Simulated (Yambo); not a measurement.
Yambo input for RbSO2F (space group P2_1/m, No. 11) (a = 4.8856 Å, b = 6.0300 Å, c = 7.4003 Å, α = γ = 90.00°, β = 107.79°), on LDA (pw.x of Quantum ESPRESSO, ONCV potentials, no spin-orbit coupling) wavefunctions on a 4×4×2 mesh:

```
optics
chi
dipoles
kernel
FFTGvecs= 40 Ry
Chimod= "HARTREE"
NGsBlkXd= 3 Ry
% QpntsRXd
 1 | 1 |
%
% BndsRnXd
 1 | 155 |
%
GrFnTpXd= "R"
% EnRngeXd
 0.0 | 20.0 | eV
%
% DmRngeXd
 0.2 | 0.2 | eV
%
CGrdSpXd= 50
ETStpsXd= 161
% LongDrXd
 1.0 | 0.0 | 0.0 |
%
```

First lines of the file o-*.eps_q1_inv_rpa_dyson:

```
Absorption @ Q(1):   1.00000000     0.00000000     0.00000000    [q->0 direction]
#
# [ X ] Hartree size     :  119
# [GEN] GF Energies     : Slater exchange(X)+Perdew & Wang(C)
# [GEN] Green`s Function     : Retarded
#
# [GEN] Gauge     : Length
# [GEN] [r,Vnl] included     : yes
#
#    E[1] [eV]     Im(eps)     Re(eps)     Im(eps_o)     Re(eps_o)
#
     0.000000     -0.393681E-6     2.198102     0.88510E-18     2.626503
     0.125000     0.775277E-3     2.198343     0.001358     2.626925
     0.250000     0.001555     2.199068     0.002726     2.628193
     0.375000     0.002345     2.200280     0.004112     2.630316
     0.500000     0.003148     2.201987     0.005528     2.633308
     0.625000     0.003971     2.204199     0.006984     2.637191
     0.750000     0.004818     2.206930     0.008491     2.641993
     0.875000     0.005696     2.210196     0.010064     2.647749
     1.000000     0.006611     2.214018     0.011716     2.654503
     1.125000     0.007572     2.218421     0.013464     2.662310
     1.250000     0.008587     2.223436     0.015329     2.671232
     1.375000     0.009668     2.229100     0.017334     2.681350
     1.500000     0.010825     2.235455     0.019507     2.692754
     1.625000     0.012076     2.242552     0.021883     2.705558
     1.750000     0.013436     2.250454     0.024504     2.719895
     1.875000     0.014931     2.259233     0.027422     2.735928
     2.000000     0.016586     2.268977     0.030705     2.753854
     2.125000     0.018440     2.279794     0.034439     2.773914
     2.250000     0.020537     2.291815     0.038739     2.796407
     2.375000     0.022940     2.305200     0.043754     2.821707
     2.500000     0.025730     2.320150     0.049692     2.850285
     2.625000     0.029019     2.336922     0.056839     2.882748
     2.750000     0.032965     2.355842     0.065606     2.919887
     2.875000     0.037794     2.377339     0.076599     2.962753
     3.000000     0.043847     2.401984     0.090741     3.012773
     3.125000     0.051647     2.430554     0.109499     3.071922
     3.250000     0.062046     2.464131     0.135325     3.143000
     3.375000     0.076501     2.504254     0.172560     3.230033
     3.500000     0.097677     2.553124     0.229461     3.338783
     3.625000     0.130846     2.613765     0.323079     3.476748
     3.750000     0.187329     2.689311     0.491519     3.648545
     3.875000     0.292053     2.776374     0.818139     3.822772
     4.000000     0.483083     2.835145     1.385910     3.802846
```
(The file goes on to the top of the energy range.) Convergence of the RPA response with its 4×4×2 mesh was not tested.

Geometry of the Materials Project entry, not relaxed at this level.
